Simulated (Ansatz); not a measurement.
Total density of states per atom from DFT-PBE in the program Ansatz with PAW potentials, in 0.25 eV bins, energy from the valence-band maximum:

(E (eV), states/eV/atom): (-7.85, 0.00); (-7.60, 0.00); (-7.35, 0.00); (-7.10, 0.00); (-6.85, 6.37); (-6.60, 6.71); (-6.35, 1.92); (-6.10, 0.00); (-5.85, 0.00); (-5.60, 0.00); (-5.35, 0.00); (-5.10, 0.01); (-4.85, 0.48); (-4.60, 1.02); (-4.35, 0.84); (-4.10, 0.60); (-3.85, 0.05); (-3.60, 0.01); (-3.35, 0.57); (-3.10, 0.62); (-2.85, 0.63); (-2.60, 0.99); (-2.35, 0.73); (-2.10, 0.93); (-1.85, 0.84); (-1.60, 0.69); (-1.35, 0.80); (-1.10, 0.76); (-0.85, 0.64); (-0.60, 0.61); (-0.35, 0.18); (-0.10, 0.01); (0.15, 0.00); (0.40, 0.14); (0.65, 0.58); (0.90, 0.46); (1.15, 0.60); (1.40, 0.25); (1.65, 0.41); (1.90, 0.54); (2.15, 0.62); (2.40, 0.83); (2.65, 0.42); (2.90, 0.13); (3.15, 0.01); (3.40, 0.00); (3.65, 0.01); (3.90, 0.15); (4.15, 0.52); (4.40, 0.48); (4.65, 0.63); (4.90, 0.74); (5.15, 0.61)

Problem. Pick the material that matches.
A) BP, zinc blende
B) AlP, P6_222 (Al on 3d, P on 3c)
C) Zn3P4W, Pmn2_1 (Pearson symbol oP16)
D) ZnO, wurtzite

Solution. C, Zn3P4W, Pmn2_1 (Pearson symbol oP16). Top 1 eV of the valence band: P 3p 82 %, W 5d 7 %. Bottom 1 eV of the conduction band: W 5d 49 %, P 3p 31 %, Zn 4s 6 %, outside the projected shells 11 %. Projections are on Löwdin-orthogonalised atomic valence shells; empty p or d shells of many metals are not among them.

The start of the workflow was typed in or built on a structure type; neither database checked (COD, Materials Project) lists it. Its standing as an ambient phase is unchecked. The PBE relaxation kept the symmetry of its start; whether a distortion lowers the energy is not shown. No spin polarisation was allowed. Scalar-relativistic: spin–orbit coupling is off unless named, which matters more the heavier the elements.

Potentials: the later of the program's two PAW sets.
